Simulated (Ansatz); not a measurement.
TiPt$_{3}$ (Cu3Au type), relaxed and computed with several functionals in Ansatz (plane waves, PAW). Much of their spread follows the volume that each gives.

| functional | V (Å³/atom) | K_Hill (GPa) |
|---|---|---|
| LDA | 14.52 | 283 |
| PBE | 15.38 | 235 |
| PBEsol | 14.82 | 266 |
| r²SCAN | 15.07 | ? |

Q: Fit a straight line to ln K against ln V and predict the withheld value.

A: Least squares on the 3 shown rows: ln K = -3.24 × ln V + (14.316), with a scatter of 0 %. For r²SCAN this gives 251. The run itself gave 258, outside the scatter: the line misses something about this case.

All cells were relaxed under the symmetry of their starts (and spin orders); stability against distortions was not tested throughout. Rows with no word on spin ran without spin polarisation. Scalar-relativistic: spin–orbit coupling is off unless named, which matters more the heavier the elements.

Potentials: the later of the program's two PAW sets.

Ansatz (a quantum-chemistry and plane-wave program) is a plane-wave DFT program.
